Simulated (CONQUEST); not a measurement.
Worked example: self-consistent single point of GeRh (Pnma, 8 atoms in the cell; from Materials Project mp-22239) in CONQUEST.

Method: LDA (PW92), numerical atomic orbitals single-zeta with polarisation (the shipped basis less its second zetas), PseudoDojo norm-conserving potentials made for LDA in CONQUEST.

```xyz
8
Lattice="5.6727 0.0000 0.0000 0.0000 3.2939 0.0000 0.0000 0.0000 6.4575" Properties=species:S:1:pos:R:3 pbc="T T T"
Ge     4.5850     2.4704     2.8182
Ge     1.0877     0.8235     3.6393
Ge     3.9240     0.8235     6.0470
Ge     1.7487     2.4704     0.4105
Rh     5.6468     2.4704     5.1442
Rh     0.0259     0.8235     1.3133
Rh     2.8622     0.8235     1.9154
Rh     2.8105     2.4704     4.5421
```

Reference input (self-consistent single point, DFT, LDA (PW92), numerical atomic orbitals double-zeta with polarisation (the shipped basis), PseudoDojo norm-conserving potentials made for LDA): basis = DZP; Diag.MPMeshX, Y, Z = 3 4 2; potentials = PseudoDojo norm-conserving LDA; Grid.GridCutoff = 140 Ha; DM.SolutionMethod = diagon; Diag.SmearingType = 1; Diag.kT = 0.009996 Ha; Diag.GammaCentred = true; Diag.MPOrder = 0; minE.SCTolerance = 1.0e-06; SC.MaxIters = 100; SC.LinearMixingFactor = 0.5. This run's input differs from it in these lines:

```diff
@@ -1,2 +1,2 @@
-# files in the folder: Ge.ion Rh.ion (PseudoDojo LDA potentials, DZP orbitals)
+# files in the folder: Ge.ion Rh.ion (PseudoDojo LDA potentials, SZP orbitals)
 # file: Conquest_input
```

The program printed (abridged):

```
    PulayMixSC: Starting Pulay mixing, A_up =  0.500 A_dn =  0.500
    PulayMixSC: Spin non-polarised calculation.
    PulayMixSC: with Kerker preconditioning, q0 =  0.300
          Harris-Foulkes Energy            :    -22484.115602542929992 eV
          Free Energy (E-TS)               :    -22484.542987288012228 eV
    PulayMixSC: Pulay iteration     1 residual:              0.15023E-02
          Harris-Foulkes Energy            :    -22483.295398798753013 eV
          Free Energy (E-TS)               :    -22483.692083336954965 eV
    PulayMixSC: Pulay iteration     2 residual:              0.81040E-03
   [... lines left out ...]
          Free Energy (E-TS)               :    -22483.144405223116337 eV
    PulayMixSC: Pulay iteration     9 residual:              0.17833E-05
          Harris-Foulkes Energy            :    -22482.747151696868968 eV
          Free Energy (E-TS)               :    -22483.144400422268518 eV
    PulayMixSC: Pulay iteration    10 residual:              0.11231E-05
          Harris-Foulkes Energy            :    -22482.747153548854840 eV
          Free Energy (E-TS)               :    -22483.144410679120483 eV
    PulayMixSC: Pulay iteration    11 residual:              0.65932E-06
    PulayMixSC: Reached SCF tolerance of  0.65932E-06 after     11 iterations
      | Number of electrons      =       124.000059
      | GS Energy with kT -> 0   =    -22482.945782113987661 eV
      | Free Energy as E-TS      =    -22483.144410679120483 eV
      |* Harris-Foulkes energy   =    -22482.747153548854840 eV
      |* DFT total energy        =    -22482.747152638279658 eV

    force: Forces on atoms (eV/a0)
    force:  Atom   X              Y              Z
    force:     1  -0.1711472221   0.0000000000  -0.1027743907
    force:     2   0.1711472221  -0.0000000000   0.1027743907
    force:     3   0.1711472221  -0.0000000000  -0.1027743907
    force:     4  -0.1711472221   0.0000000000   0.1027743907
    force:     5  -0.0424234043  -0.0000000000   0.2038738847
    force:     6   0.0424234043  -0.0000000000  -0.2038738847
   [... lines left out ...]
    force: Maximum force :        0.20387388(eV/a0) on atom         5 in z direction
   [... lines left out ...]
    force: Force Residual:        0.20398315 eV/a0
    force: Total stress:         -1.28473296     0.00000000    -0.00000000 GPa
                             0.00000000    -2.72394134     0.00000000
                            -0.00000000     0.00000000     0.39330985
    force: Average pressure:      1.20512148 GPa

    get_E_and_F: Change in energy during last step of electronic optimisation: -0.68059E-07
```

The run converged in 11 iterations. CONQUEST prints the stress tensor with tension positive. Against the reference run the free energy goes up by 193 meV/atom, the pressure goes from -2.04 to 1.21 GPa and the largest force goes from 0.312 to 0.394 eV/Å.

The program uses no crystal symmetry, so grid and mesh can part values that symmetry would make equal. The atom-centred basis is finite, which shifts total energies, pressures and forces against plane waves. This run is one point of a test of settings, so its values need not be converged; read them against the reference run alone. The structure comes from a collection of computed structures, made at another level of theory; the collection holds predicted forms beside known ones. No clean gap shows at this smearing width and mesh (spacing up to 0.49 Å⁻¹); the mesh is coarse for partly filled bands, so the values carry mesh errors.

Cost on one core: very roughly 2.0 core-minutes.
